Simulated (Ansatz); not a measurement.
Values for one crystal, relaxed and computed with PBEsol (plane waves, PAW; program Ansatz); other levels are named.

```yaml
volume_per_atom: 16.79 Å³
electronic_character: metallic (no gap)
zone_centre_stability: no imaginary mode at Γ
Pressure derivative B′: 6.7
Density of states at the Fermi level: 0.32 states/eV per atom (mean over ±0.08 eV)
Formation energy from the elements (no fitted shifts): -0.37 eV/atom
Bulk modulus (Birch–Murnaghan fit): 59.5 GPa
```

Problem. Which compound is it?
(A) MgCu2, cubic Laves (MgCu2 type)
(B) Mg2Rh, MoSi2 or CaC2 type
(C) Mg2Sn, Cmcm (Mg on 8g, Sn on 4c)
(D) Mg2Sn, Cmcm (Mg on 4c, Mg on 4c, Sn on 4c)

Solution. B, Mg2Rh, MoSi2 or CaC2 type

Space group I4/mmm (MoSi2 or CaC2 type). The first step of the workflow began from a Materials Project structure, measured or hypothetical; the Crystallography Open Database copy checked does not list it. Whether it is the stable phase at ambient conditions was not checked. The PBEsol relaxation kept the symmetry of its start. No spin polarisation was allowed. The references are the lowest solids computed at this level, not always the standard phases. Scalar-relativistic: spin–orbit coupling is off unless named, which matters more the heavier the elements.

Potentials: the later of the program's two PAW sets.
